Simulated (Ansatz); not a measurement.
## Structures of Cs3S: which is lowest?

Plane-wave DFT in Ansatz with scalar-relativistic PAW potentials, cutoff 420 eV, Γ-centred meshes chosen by cell and gap, Gaussian smearing with energies taken to zero width. Every cell was relaxed (cell and atoms) in a run of its own, within the symmetry of its start. Functional: PBE.

Relaxed structures (starts from databases or built by putting these elements on another compound's sites):
A. I4/mmm, 4 atoms in the computed cell, a = 5.532 Å, c = 11.820 Å; sites (symmetry × multiplicity) Cs -4m2 × 4 + 4/mmm × 2, S 4/mmm × 2; start: built
B. Pm-3m, 4 atoms in the computed cell, a = 5.681 Å; sites (symmetry × multiplicity) Cs 4/mm.m × 3, S m-3m × 1; start: built

Question: Rank them by energy. Could pressure change the order?

Answer:
```tsv
structure	group	E − E(lowest) (meV/atom)	V (Å³/atom)	gap on mesh (eV)
B	Pm-3m	0.0	45.83	0.00
A	I4/mmm	75	45.21	0.00
```

B is lowest, 75 meV/atom under A. The two lowest differ in volume by under 3 %, too little for a first-order estimate of what pressure does to that pair (other pairs aren't weighed here); with rigid cells even 3 % in favour of the higher one would need about 9 GPa. Other structures may lie lower than all of these, and vibrations aren't counted.

Spin-orbit coupling is left out, which matters for the bands of heavy elements. Spin polarisation was left out, and a magnetic state may lie lower.